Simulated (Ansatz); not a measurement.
Molecular dynamics on a 2×2×2 supercell (16 atoms) of BP (zincblende), relaxed with r2SCAN. Forces come from r2SCAN in the plane-wave code Ansatz: constant energy and volume (NVE), velocities drawn at 200 K, steps of 2 fs. Spin polarisation is off, nuclei are classical, and the run is far too short for thermal averages.

```yaml
crystal:
  lattice:
    - [0.0, 4.5366313447, 4.5366313447]
    - [4.5366313447, 0.0, 4.5366313447]
    - [4.5366313447, 4.5366313447, 0.0]
  atoms:
    - { symbol: B, position: [0.0, 0.0, 0.0] }
    - { symbol: P, position: [0.125, 0.125, 0.125] }
    - { symbol: B, position: [0.0, 0.0, 0.5] }
    - { symbol: P, position: [0.125, 0.125, 0.625] }
    - { symbol: B, position: [0.0, 0.5, 0.0] }
    - { symbol: P, position: [0.125, 0.625, 0.125] }
    - { symbol: B, position: [0.0, 0.5, 0.5] }
    - { symbol: P, position: [0.125, 0.625, 0.625] }
    - { symbol: B, position: [0.5, 0.0, 0.0] }
    - { symbol: P, position: [0.625, 0.125, 0.125] }
    - { symbol: B, position: [0.5, 0.0, 0.5] }
    - { symbol: P, position: [0.625, 0.125, 0.625] }
    - { symbol: B, position: [0.5, 0.5, 0.0] }
    - { symbol: P, position: [0.625, 0.625, 0.125] }
    - { symbol: B, position: [0.5, 0.5, 0.5] }
    - { symbol: P, position: [0.625, 0.625, 0.625] }
kpoints:
  mp_grid: { grid: [4, 4, 4] }
hamiltonian:
  xc: r2scan
scf:
  occupations: { method: fermi_dirac, width: 0.02 }
md:
  ensemble: nve
  temperature: 200
  timestep: 2.0
  n_steps: 30
  initial_velocities: maxwell_boltzmann
  seed: 535
```

Run as `ansatz run input.yaml --threads 4 --pin off --max-ram 3686MiB --backend cpu --events-out ev --progress --plain --runs-dir out`. It took 4.1 min on 4 threads of Arm Neoverse V2, on a shared host; peak host memory 1.2 GiB.

```csv
step,t (fs),T (K),free energy F from step 0 (meV/atom),kinetic energy (meV/atom),largest force (eV/Å)
0,0,200,0.0,24.2,0.00
1,2,192,1.0,23.2,0.38
2,4,169,3.8,20.5,0.72
3,6,138,7.6,16.7,1.01
4,8,107,11.5,13.0,1.22
5,10,83,14.4,10.1,1.33
6,12,71,15.9,8.5,1.42
7,14,70,15.9,8.5,1.44
8,16,78,14.9,9.5,1.41
9,18,89,13.5,10.8,1.32
10,20,97,12.6,11.7,1.18
11,22,97,12.5,11.8,1.21
12,24,88,13.6,10.7,1.25
13,26,73,15.5,8.9,1.25
14,28,56,17.6,6.8,1.32
15,30,43,19.3,5.2,1.40
16,32,38,19.8,4.6,1.44
17,34,45,19.0,5.4,1.42
18,36,60,17.1,7.3,1.35
19,38,81,14.5,9.8,1.23
20,40,101,12.1,12.2,1.08
21,42,115,10.4,13.9,0.91
22,44,119,9.8,14.5,0.96
23,46,116,10.3,14.0,0.98
24,48,107,11.4,13.0,1.07
25,50,98,12.5,11.9,1.12
26,52,95,13.0,11.5,1.15
27,54,99,12.5,11.9,1.18
28,56,110,11.0,13.4,1.12
29,58,126,9.1,15.3,0.99
30,60,142,7.1,17.2,0.82
```

The temperature starts at 200 K, is lowest at step 16 (38 K, 32 fs) and ends at 142 K. The atoms start on their lattice sites with kinetic energy alone, so much of it first passes into potential energy. The conserved energy stays within 0.23 meV an atom. By the last step the atoms have moved 0.04 Å in the root mean square, the drift of the whole cell taken out, 0.06 Å at most.

Positions (Å) and forces (eV/Å) at step 30:
```
B    0.028  -0.005   0.020    -0.745   0.280  -0.177
P    1.145   1.148   1.124    -0.095   0.012   0.272
B    2.297   2.254   0.012     0.036   0.191  -0.393
P    3.417   3.386   1.151    -0.033   0.332  -0.004
B    2.241   0.036   2.302     0.301  -0.318  -0.254
P    3.400   1.156   3.400     0.217  -0.282   0.466
B    4.552   2.237   2.255     0.067   0.310   0.152
P    5.682   3.395   3.416    -0.230  -0.367  -0.159
B    0.009   2.301   2.240     0.019  -0.317   0.393
P    1.130   3.425   3.413     0.107  -0.238  -0.239
B    2.260   4.553   2.287     0.152  -0.370  -0.580
P    3.423   5.666   3.369    -0.174   0.256   0.427
B    2.254   2.286   4.530     0.023  -0.332   0.271
P    3.374   3.411   5.699    -0.213   0.074  -0.397
B    4.496   4.490   4.519     0.382   0.389   0.134
P    5.652   5.630   5.642     0.186   0.382   0.088
```
